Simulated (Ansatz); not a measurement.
A geometry of C away from equilibrium: step 3 of the relaxation of a relaxed C cell, doubled along one cell vector, shaken by Gaussian noise of σ = 0.08 Å a coordinate. Calculation: PBEsol (plane waves to 420 eV, PAW, scalar-relativistic; Ansatz, a program for electronic structure). Γ-centred k-mesh 11×11×6 on the run's cell (coarser than for final values), Fermi–Dirac smearing 0.05 eV. The plane waves were selected for a different cell earlier on the path.

```xyz
4
Lattice="0.0028 1.7443 1.7449 1.7441 0.0076 1.7401 3.4862 3.4770 0.0172" Properties=species:S:1:pos:R:3 pbc="T T T"
C      2.5971     2.6325     2.7274
C      4.3421     4.3642     2.7393
C      1.7243     1.7591     1.8537
C      3.4606     3.4969     1.8620
```

Problem. Give the Cartesian forces on all atoms (eV/Å).

Solution. 
```json
[
 {"atom": "C1", "Fx": "-0.17", "Fy": "-0.12", "Fz": "0.04"},
 {"atom": "C2", "Fx": "-0.35", "Fy": "0.29", "Fz": "-0.24"},
 {"atom": "C3", "Fx": "0.01", "Fy": "-0.05", "Fz": "0.10"},
 {"atom": "C4", "Fx": "0.50", "Fy": "-0.12", "Fz": "0.10"}
]
```

The path ends in Fd-3m (No. 227) (diamond type). No spin polarisation in the result.
